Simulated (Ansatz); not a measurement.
H₄BrN:
```xyz
6
Lattice="4.0014 0.0000 0.0000 0.0000 4.0014 0.0000 0.0000 0.0000 4.0014" Properties=species:S:1:pos:R:3 pbc="T T T"
H      0.5953     0.5953     3.4061
H      0.5953     3.4061     0.5953
H      3.4061     3.4061     3.4061
H      3.4061     0.5953     0.5953
Br     2.0007     2.0007     2.0007
N      0.0000     0.0000     0.0000
```

r²SCAN+D4 in the plane-wave PAW code Ansatz gives a gap of 4.81 eV without spin–orbit coupling, maximum at M, minimum at Γ.

### Question
What happens when spin–orbit coupling is switched on?

### Answer
The gap decreases by 0.08 eV, to 4.73 eV; maximum at Γ, minimum at Γ.

### Question
Give the electron effective mass with spin–orbit coupling.

### Answer
0.33 mₑ (isotropic).

### Question
Give the hole effective mass with spin–orbit coupling, band 1 of 2 at the edge.

### Answer
7.8 along [100], 2.4 along [110], 1.8 along [111] (mₑ).

### Question
Give the hole effective mass with spin–orbit coupling, band 2 of 2 at the edge.

### Answer
0.53 along [100], 0.63 along [110], 0.68 along [111] (mₑ).

Space group P-43m. The first step of the workflow began from a Materials Project structure, measured or hypothetical; the Crystallography Open Database files this formula in space group No. 215, but the cells were not matched. Its standing as an ambient phase is unchecked. The r²SCAN+D4 relaxation kept the symmetry of its start; phonons on a q-mesh show no instability.

Potentials: the later of the program's two PAW sets.
